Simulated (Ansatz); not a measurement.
Starting cell, Ag (fcc, Cu type):

```yaml
crystal:
  lattice:
    - [4.05478, 0.00000, 0.00000]
    - [0.00000, 4.05478, 0.00000]
    - [0.00000, 0.00000, 4.05478]
  atoms:
    - { symbol: Ag, position: [0.00000, 0.00000, 0.00000] }
    - { symbol: Ag, position: [0.50000, 0.50000, 0.00000] }
    - { symbol: Ag, position: [0.50000, 0.00000, 0.50000] }
    - { symbol: Ag, position: [0.00000, 0.50000, 0.50000] }
```

Scan: atom 1 (Ag, nearest neighbour Ag at 2.867 Å; its periodic images, 4.1 Å or more away, move with it) is displaced towards the nearest neighbour, direction (-0.707, -0.707, 0.000) in Cartesian axes, by s. The other atoms stay.

Computed with PBEsol (plane waves to 420 eV, PAW, scalar-relativistic; Ansatz, an electronic-structure program). k mesh 9×9×9 (Γ-centred), Fermi-Dirac smearing 0.05 eV. Left out: 2 of 11 points, with atoms too close for the PAW data. With partly filled bands, energies and forces of such displacements shift with the k mesh and the smearing. F∥ is the force on the atom along that direction. On this mesh the relaxed cell isn't quite at rest: it carries a pressure of -0.2 GPa (compression positive) at the zero of the scan. Ag was relaxed with its symmetry unable to fall. The PAW data are Ansatz's earlier set. 

| s (Å) | F∥ (eV/Å) |
|---|---|
| -0.688 | 9.037 |
| -0.516 | 4.784 |
| -0.344 | 2.464 |
| -0.172 | 1.053 |
| 0.000 | 0.000 |
| 0.172 | -1.053 |
| 0.344 | -2.464 |
| 0.516 | -4.784 |
| 0.688 | -9.037 |

### Question
What is the force constant k = d²E/ds² of this move at s = 0?

### Answer
5.77 eV/Å². The forces along the line at the two nearest points give (1.053 − (-1.053)) / (2·0.172) = 6.12 eV/Å²; the next pair corrects for the finite step.

(For displaced atoms, the force is minus the slope of the energy, and its curvature is a force constant, which sets phonon frequencies.)
